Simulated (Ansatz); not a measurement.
Computed with Ansatz 0.2.0, DFT PBE, scalar-relativistic, plane waves, PAW. All cells share a 420 eV cutoff and Γ-centred k meshes spaced at most about 0.3 Å⁻¹ (about 0.25 or finer for metals, 2π included). No spin polarisation in the final relaxations.

All energies are static (0 K, no zero-point motion). All come from trial cells, and lower structures may exist.

Question: Order these relaxed structures of Ga4SbAs by energy, lowest first, with the energy over the lowest of them.
A.

```
Ga Sb As
1.0
     0.00000    3.98071    3.98071
     3.98071    0.00000    3.98071
     3.98071    3.98071    0.00000
Ga Sb As
4 1 1
Direct
  0.62540 0.62540 0.12379
  0.62540 0.12379 0.62540
  0.12379 0.62540 0.62540
  0.62540 0.62540 0.62540
  0.25000 0.25000 0.25000
  0.00000 0.00000 0.00000
```

B.

```
Ga Sb As
1.0
     0.00000    4.80345    4.80345
     4.80345    0.00000    4.80345
     4.80345    4.80345    0.00000
Ga Sb As
4 1 1
Direct
  0.71611 0.09463 0.09463
  0.09463 0.71611 0.09463
  0.09463 0.09463 0.71611
  0.09463 0.09463 0.09463
  0.25000 0.25000 0.25000
  0.50000 0.50000 0.50000
```

C.

```
Ga Sb As
1.0
     5.37266    0.00000    0.00000
    -2.68633    4.65286    0.00000
     0.00000    0.00000    5.45184
Ga Sb As
4 1 1
Direct
  0.66667 0.33333 0.00000
  0.50123 0.00246 0.50000
  0.99754 0.49877 0.50000
  0.50123 0.49877 0.50000
  0.33333 0.66667 0.00000
  0.00000 0.00000 0.00000
```

D.

```
Ga Sb As
1.0
     8.31077    0.00000    0.00000
     0.00000    8.31077    0.00000
     0.00000    0.00000    5.39894
Ga Sb As
4 1 1
Direct
  0.33105 0.00000 0.00000
  0.66895 0.00000 0.00000
  0.00000 0.66895 0.00000
  0.00000 0.33105 0.00000
  0.00000 0.00000 0.00000
  0.00000 0.00000 0.50000
```

Answer: A (0 meV/atom), C (59 meV/atom), B (515 meV/atom), D (679 meV/atom). Forms: A F-43m; C P-6m2; B F-43m; D P4/mmm. Even the lowest lies +0.22 eV/atom against the elements.

These runs have no spin–orbit coupling, which can matter for Sb. Cells relaxed within their symmetry can be saddle points. Some types were kept out of the candidates beforehand, so the set may lack a known form.
